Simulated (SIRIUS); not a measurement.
A self-consistent single point of MgZn3S4 (P-42m, 8 atoms in the cell; from Materials Project mp-1120718, changed as shown).

```yaml
crystal:
  lattice:
    - [5.47989, 0.00000, 0.00000]
    - [0.00000, 5.58949, 0.00000]
    - [0.00000, 0.00000, 5.47989]
  atoms:
    - { symbol: Mg, position: [0.50000, 0.50000, 0.50000] }
    - { symbol: Zn, position: [0.00000, 0.00000, 0.50000] }
    - { symbol: Zn, position: [0.50000, 0.00000, 0.00000] }
    - { symbol: Zn, position: [0.00000, 0.50000, 0.00000] }
    - { symbol: S, position: [0.75633, 0.75633, 0.24367] }
    - { symbol: S, position: [0.75633, 0.24367, 0.75633] }
    - { symbol: S, position: [0.24367, 0.24367, 0.24367] }
    - { symbol: S, position: [0.24367, 0.75633, 0.75633] }
```

Method: PBEsol, PseudoDojo 0.4 standard norm-conserving PBEsol (tails mended) pseudopotentials (plane waves; SIRIUS 7.12.0).

SIRIUS settings:

```
key                                                                                                              value
--------------------------------------  ------------------------------------------------------------------------------
parameters.ngridk                                                                                                3 3 3
parameters.xc_functionals                                                         [XC_GGA_X_PBE_SOL, XC_GGA_C_PBE_SOL]
parameters.gk_cutoff                                                                                      9.165 1/bohr
parameters.pw_cutoff                                                                                     18.331 1/bohr
parameters.smearing                                                                                           gaussian
parameters.smearing_width                                                                                    0.0001 Ha
potentials                              PseudoDojo 0.4 standard norm-conserving PBEsol (tails mended) pseudopotentials
parameters.electronic_structure_method                                                                 pseudopotential
parameters.num_bands                                                                                                56
parameters.num_mag_dims                                                                                              0
parameters.num_dft_iter                                                                                            100
parameters.energy_tol                                                                                         1e-07 Ha
parameters.density_tol                                                                                           1e-06
mixer.type                                                                                                    anderson
mixer.beta                                                                                                         0.5
mixer.use_hartree                                                                                                false
```

Results:

Number of valence electrons: 94
Number of bands: 56
Number of k-points after the program's reduction: 6
Number of plane waves (most at a k-point): 14739
Number of SCF iterations: 19
FFT grid: 64 × 64 × 64
Free energy E − TS: -19875.1923 eV
Pressure: -3.13 GPa
Largest force (vector length): 0.102 eV/Å

Forces (eV/Å):
| atom | Fx | Fy | Fz |
|---|---|---|---|
| Mg1 | 0.000 | 0.000 | 0.000 |
| Zn2 | 0.000 | 0.000 | 0.000 |
| Zn3 | 0.000 | 0.000 | 0.000 |
| Zn4 | 0.000 | 0.000 | 0.000 |
| S5 | 0.056 | 0.064 | -0.056 |
| S6 | 0.056 | -0.064 | 0.056 |
| S7 | -0.056 | -0.064 | -0.056 |
| S8 | -0.056 | 0.064 | 0.056 |

Stress (GPa, positive for compression):
```
-2.88   0.00   0.00
 0.00  -3.64   0.00
 0.00   0.00  -2.88
```

For comparison: a first run was changed to give this one (lattice vector b scaled by 1.02), and from it to this one the free energy goes up by 7.1 meV/atom, the pressure goes from -1.91 to -3.13 GPa and the largest force moves little (0.100 to 0.102 eV/Å).

The structure comes from a collection of computed structures, made at another level of theory; the collection holds predicted forms beside known ones. Its lattice was then scaled.

Cost on one core: around 90 core-seconds (rough).

“Tails mended”: in these copies of the files the far tail of each local potential was reset to the Coulomb form.
